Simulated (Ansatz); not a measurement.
CdF2:
Space group Fm-3m (No. 225); a = 5.4815 Å, b = 5.4815 Å, c = 5.4815 Å, α = 90.00°, β = 90.00°, γ = 90.00°

```
atom  site  symmetry       x       y       z
----  ----  --------  ------  ------  ------
Cd      4a      m-3m  0.0000  0.0000  0.0000
F       8c      -43m  0.2500  0.2500  0.2500
```
(The calculation used a cell of 3 atoms; values per cell refer to that cell.)

Relaxed with PBE.

### Question
Give the optical modes at the zone centre with their infrared and Raman activity from DFPT, plane-wave PAW PBE (Ansatz code).

### Answer
Transverse frequencies, without the LO–TO term; a row sums one degenerate level.

```tsv
ω (cm⁻¹)	degeneracy	IR ((D/Å)²/amu)	Raman (Å⁴/amu)	activity	symmetry
193	3	15.01	0	IR	T1u
285	3	0.00	7.6	Raman	T2g
```

### Question
How high does the top mode go among those that the LO–TO term moves?

### Answer
358 cm⁻¹ for q along x.

Symmetry was held in the PBE relaxation; phonons on a q-mesh show no instability.

Potentials: the later of the program's two PAW sets.
